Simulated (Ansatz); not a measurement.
Input deck for Ansatz 0.2.0, then the block of the output on the nuclei.

The cell is a structure deposited in the COD, relaxed with PBE at fixed cell and then changed (z stretched by 2 %, ions relaxed).

```yaml
crystal:
  lattice:
    - [2.8982, 0.0, 0.0]
    - [-1.4491, 2.5099148252, 0.0]
    - [0.0, 0.0, 2.888028]
  atoms:
    - { symbol: W, position: [0.0, 0.0, 0.0], spin: 2.0 }
    - { symbol: C, position: [0.6666666667, 0.3333333333, 0.5] }
magnetization:
  spin_polarized: true
kpoints:
  mp_grid: { grid: [18, 18, 16] }
scf:
  occupations: { method: fermi_dirac, width: 0.05 }
hamiltonian:
  xc: pbe
  pseudopotentials: { kind: paw }
output:
  forces: true
  stress: true
  populations: true
  efg: { contact_densities: true }
relax:
  f_tol: 0.02
  max_steps: 60
```

```sh
ansatz run input.yaml --threads 1 --pin off --max-ram 3072MiB --backend cpu --events-out ev --progress --plain --runs-dir out
```

The run relaxes the ions first, and the block belongs to the relaxed positions.

Of the output, the block on the nuclei alone is shown; the set-up, the SCF iterations, energies, forces and stress are cut.

```
--- PAW observables at the nuclei: V_zz in 10²¹ V/m², potentials from the cell's mean, atoms counted from 1 ---
  atom   1  W  V_zz =    -8.929432   η = 0.0000   by run symmetry: allowed
            electrostatic potential = -14817.839448 V   contact ρ = 8822023.824734 e/Å³   contact ρ_s (e/Å³): all electrons +0.000011, valence +0.000010
  atom   2  C  V_zz =    +0.130313   η = 0.0000   by run symmetry: allowed
            electrostatic potential = -431.519735 V   contact ρ = 868.211271 e/Å³   contact ρ_s (e/Å³): all electrons -0.000002, valence -0.000002
```

The relaxation (1 step) took 20 s of wall time (20 s of CPU time) and 0.63 GiB at its peak, on 1 thread of Intel Xeon 6975P-C (Granite Rapids) (x86_64; 16 cores open to the job, memory cap 3.0 GiB, no GPU), a shared host with a load of 0.6 a core.

With no gap above 0.1 eV, as in a metal, the gradients converge slowly in k; expect changes of a tenth or more on a denser mesh. Without spin–orbit coupling the gradients at and beside W can be off by some per cent, at some sites by more. The start moments die out, and the run ends without spin.
